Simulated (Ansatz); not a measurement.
Input:

Starting cell, HfO₂ (fluorite):

```xyz
6
Lattice="0.0000 5.0981 5.0981 2.5491 0.0000 2.5491 2.5491 2.5491 0.0000" Properties=species:S:1:pos:R:3 pbc="T T T"
Hf     0.0000     0.0000     0.0000
Hf     0.0000     2.5491     2.5491
O      1.2745     1.2745     1.2745
O      1.2745     3.8236     3.8236
O      3.8236     3.8236     3.8236
O      3.8236     6.3727     6.3727
```

In this cell atom 5 (O, nearest neighbour Hf at 2.208 Å; its periodic images, 3.6 Å or more away, move with it) is moved by s along Cartesian [110], unit vector (0.707, 0.707, 0.000); all other atoms and the cell stay fixed.

All values below come from PBE (plane waves to 420 eV, PAW, scalar-relativistic; Ansatz, a first-principles code). k mesh 9×9×9 (Γ-centred), Fermi-Dirac smearing 0.05 eV. Energies are smeared free energies. Left out: 4 of 11 points, with atoms too close for the PAW data. HfO2 is run without spin polarisation. HfO2 was relaxed with its symmetry unable to fall. Spin-orbit coupling is left out, though Hf is heavy. The PAW data are Ansatz's earlier set. This is a high-temperature form of HfO2. The zero of ΔE is the undisplaced structure.

The scan covers s from -0.396 to 0.396 Å in 7 points.

Question: Is this a single well or a double well?

Answer: A single well with its minimum at or next to zero displacement.

Question: Is the energy the same for equal positive and negative displacements?

Answer: Even: the same for both signs. With its periodic images moving along, the atom's site symmetry in this cell is 3m.

Question: What force acts on the atom along the line at s = -0.396 Å?

Answer: 5.23 eV/Å.

Question: What is the force constant k = d²E/ds² of this move at s = 0?

Answer: 11.1 eV/Å².

(For displaced atoms, the force is minus the slope of the energy, and its curvature is a force constant, which sets phonon frequencies.)
